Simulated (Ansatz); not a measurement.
**RbTaAs2, before and after**

A trial structure of RbTaAs2 was built thus: ordered mixture on the cation sites of caesium chloride (P4/mmm, No. 123) (occupants of the shared sites, in ratio, Rb: 1, Ta: 1). The dimensions are guesses.

start.cif

```cif
data_structure
_symmetry_space_group_name_H-M 'P4/mmm'
_symmetry_Int_Tables_number 123
_cell_length_a 3.7943
_cell_length_b 3.7943
_cell_length_c 7.5887
_cell_angle_alpha 90.000
_cell_angle_beta 90.000
_cell_angle_gamma 90.000
_cell_volume 109.25
loop_
_atom_site_label
_atom_site_type_symbol
_atom_site_symmetry_multiplicity
_atom_site_Wyckoff_symbol
_atom_site_fract_x
_atom_site_fract_y
_atom_site_fract_z
_atom_site_occupancy
Rb1 Rb 1 a 0.00000 0.00000 0.00000 1
Ta1 Ta 1 b 0.00000 0.00000 0.50000 1
As1 As 2 h 0.50000 0.50000 0.25000 1
```

The calculation used Ansatz, DFT PBE, scalar-relativistic, plane waves, PAW. Cutoff 420 eV, Gaussian smearing, Γ-centred meshes. Cell and atoms relax first on a coarse mesh and then on a finer one. In between, the cell is made exact in the group found at 0.06 Å. In metals the finer mesh still leaves noise of several meV/atom or more. The steps can't lower the symmetry of their start. No spin polarisation.

end.cif

```cif
data_structure
_symmetry_space_group_name_H-M 'P4/mmm'
_symmetry_Int_Tables_number 123
_cell_length_a 3.2849
_cell_length_b 3.2849
_cell_length_c 8.4517
_cell_angle_alpha 90.000
_cell_angle_beta 90.000
_cell_angle_gamma 90.000
_cell_volume 91.20
loop_
_atom_site_label
_atom_site_type_symbol
_atom_site_symmetry_multiplicity
_atom_site_Wyckoff_symbol
_atom_site_fract_x
_atom_site_fract_y
_atom_site_fract_z
_atom_site_occupancy
Rb1 Rb 1 a 0.00000 0.00000 0.00000 1
Ta1 Ta 1 b 0.00000 0.00000 0.50000 1
As1 As 2 h 0.50000 0.50000 0.31655 1
```

The symmetry stays P4/mmm (No. 123). The volume per atom shrinks by 16.5 %, from 27.3 to 22.8 Å³. The shortest distance goes from 3.29 Å (Rb–As and Ta–As) to 2.79 Å (Ta–As). The ratio c/a of the conventional cell changes by a factor of 1.29. The energy falls by about 0.89 eV/atom (the start's value is from the coarse mesh).

- Volume per atom: 22.80 Å³
- Density: 7.58 g/cm³
- Energy over the elements: −0.22 eV/atom
- Gap on the 14×14×6 mesh of the 4-atom cell: 0 eV (a metal)

The zero of energy is the elements' standard structures at the same level; no fitted shifts are applied. A negative formation energy is needed for stability but isn't enough: competing phases decide.

The last run used Gaussian smearing of 0.10 eV. These runs have no spin–orbit coupling, which can matter for Ta. The reference form of As is held partly by dispersion forces, which this level lacks. Symmetry constrained the relaxation, so the result can be a saddle point. In all, the 4 runs took 2.7 min on 1 thread of Arm Neoverse V1, with other jobs on the host.
